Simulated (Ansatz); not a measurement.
A geometry of Al2O3 away from equilibrium: step 6 of the relaxation of a generated cell, Al2O3 placed in the AFLOW prototype A2B3_tP10_127_g_ah (D5_a). Calculation: PBE (plane waves to 420 eV, PAW, scalar-relativistic; Ansatz, an electronic-structure program). Γ-centred k-mesh 4×4×8 on the run's cell (coarser than for final values), Fermi–Dirac smearing 0.05 eV. The plane waves were selected for a different cell earlier on the path.

```yaml
crystal:
  lattice:
    - [5.52753, 0.00000, 0.00000]
    - [0.00000, 5.52753, 0.00000]
    - [0.00000, 0.00000, 2.80226]
  atoms:
    - { symbol: O, position: [0.00000, 0.00000, 0.00000] }
    - { symbol: O, position: [0.50000, 0.50000, 0.00000] }
    - { symbol: O, position: [0.14548, 0.64548, 0.50000] }
    - { symbol: O, position: [0.64548, 0.85452, 0.50000] }
    - { symbol: O, position: [0.35452, 0.14548, 0.50000] }
    - { symbol: O, position: [0.85452, 0.35452, 0.50000] }
    - { symbol: Al, position: [0.29747, 0.79747, 0.00000] }
    - { symbol: Al, position: [0.79747, 0.70253, 0.00000] }
    - { symbol: Al, position: [0.20253, 0.29747, 0.00000] }
    - { symbol: Al, position: [0.70253, 0.20253, 0.00000] }
```

Question: Give the Cartesian forces on all atoms (eV/Å).

Answer: 
```json
[
 {"atom": "O1", "Fx": "0.00", "Fy": "0.00", "Fz": "0.00"},
 {"atom": "O2", "Fx": "0.00", "Fy": "0.00", "Fz": "0.00"},
 {"atom": "O3", "Fx": "-0.26", "Fy": "-0.26", "Fz": "0.00"},
 {"atom": "O4", "Fx": "-0.26", "Fy": "0.26", "Fz": "0.00"},
 {"atom": "O5", "Fx": "0.26", "Fy": "-0.26", "Fz": "0.00"},
 {"atom": "O6", "Fx": "0.26", "Fy": "0.26", "Fz": "0.00"},
 {"atom": "Al7", "Fx": "0.01", "Fy": "0.01", "Fz": "0.00"},
 {"atom": "Al8", "Fx": "0.01", "Fy": "-0.01", "Fz": "0.00"},
 {"atom": "Al9", "Fx": "-0.01", "Fy": "0.01", "Fz": "0.00"},
 {"atom": "Al10", "Fx": "-0.01", "Fy": "-0.01", "Fz": "0.00"}
]
```

The path ends in P4/mbm (No. 127). No spin polarisation in the result.

The run could not lose the symmetry of its start, so the end can be a saddle point.

The end of the path is a generated cell of Al2O3: the first start was made by placing the elements on the sites of a structure type, and the end was not matched to a known phase here, so it may be hypothetical. Known forms of Al2O3 include space group No. 167.
